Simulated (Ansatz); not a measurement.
# Cu: from a starting cell to a relaxed one

The start is a generated cell, Cu built in the omega structure type. The structure is fully relaxed (lattice and positions, P = 0) with r2SCAN (plane waves to 500 eV, PAW, scalar-relativistic; Ansatz, a quantum-chemistry and plane-wave program). The first steps use a coarse 9×9×13 k-mesh.

The start:
```
Cu
1.0
    4.04771     0.00000     0.00000
   -2.02386     3.50542     0.00000
    0.00000     0.00000     2.46189
Cu
3
Direct
  0.00000   0.00000   0.00000
  0.33333   0.66667   0.50000
  0.66667   0.33333   0.50000
```

Problem. By how much does the energy per atom fall from start to end?

Solution. Under 0.01 eV/atom.

Problem. Is the relaxed structure metallic? Give its gap.

Solution. Zero (metallic).

Problem. What does it relax into? Give the structure.

Solution. 
```cif
data_Cu3
_chemical_formula_sum 'Cu3'
_space_group_name_H-M_alt 'P6/mmm'
_space_group_IT_number 191
_space_group_name_Hall '-P 6 2'
_cell_length_a 4.06505
_cell_length_b 4.06505
_cell_length_c 2.44062
_cell_angle_alpha 90.000
_cell_angle_beta 90.000
_cell_angle_gamma 120.000
loop_
_atom_site_label
_atom_site_type_symbol
_atom_site_symmetry_multiplicity
_atom_site_Wyckoff_symbol
_atom_site_fract_x
_atom_site_fract_y
_atom_site_fract_z
_atom_site_occupancy
Cu1 Cu 1 a 0.00000 0.00000 0.00000 1
Cu2 Cu 2 d 0.33333 0.66667 0.50000 1
```

The space group stays P6/mmm (No. 191) (the run could not lower it), with 3 atoms in the primitive cell. Final values are on a 13×13×19 k-mesh of the relaxed cell. No spin polarisation in the result.

The run could not lose the symmetry of its start, so the end can be a saddle point.

All atoms sit on sites fixed by symmetry, so only the cell could relax.

The relaxed structure here is a generated cell of Cu: the first start was made by placing the elements on the sites of a structure type, and the end was not matched to a known phase here, so it may be hypothetical. Known forms of Cu include space group No. 225.
